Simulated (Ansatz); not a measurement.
Values for one crystal, relaxed and computed with LDA (plane waves, PAW; program Ansatz); other levels are named.

| Property | Result |
|---|---|
| Volume per atom | 22.59 Å³ |
| Band gap | 0.56 eV (direct) |
| Electron effective mass | 0.085, 0.085, 0.11 mₑ (principal values) |
| Valence-band maximum | at Γ |
| Hole effective mass, band 2 of 2 at the edge | 0.083 along x, 2.1 along z (mₑ) |
| Hole effective mass, band 1 of 2 at the edge | 1.3 along x, 2.1 along z (mₑ) |
| Conduction-band minimum | at Γ |

### Question
Pick the material that matches.
A. SnO2, Pbcn (Sn on 4c, O on 8d)
B. ZnCdSeS, P3m1 (Zn on 1b, Cd on 1a, Se on 1b, S on 1a)
C. Cd2TeSe, P-4m2 (Cd on 2g, Te on 1d, Se on 1b)
D. Ag2S, C2/m (Ag on 2a, Ag on 4i, Ag on 2c, S on 4i)

### Answer
B, ZnCdSeS, P3m1 (Zn on 1b, Cd on 1a, Se on 1b, S on 1a)

The first step of the workflow began from a Materials Project structure, measured or hypothetical; the Crystallography Open Database copy checked does not list it. Whether it is the stable phase at ambient conditions was not checked. Symmetry was held in the LDA relaxation; of distortions, only those at the zone centre were tested. Scalar-relativistic: spin–orbit coupling is off unless named, which matters more the heavier the elements.

Potentials: the later of the program's two PAW sets.
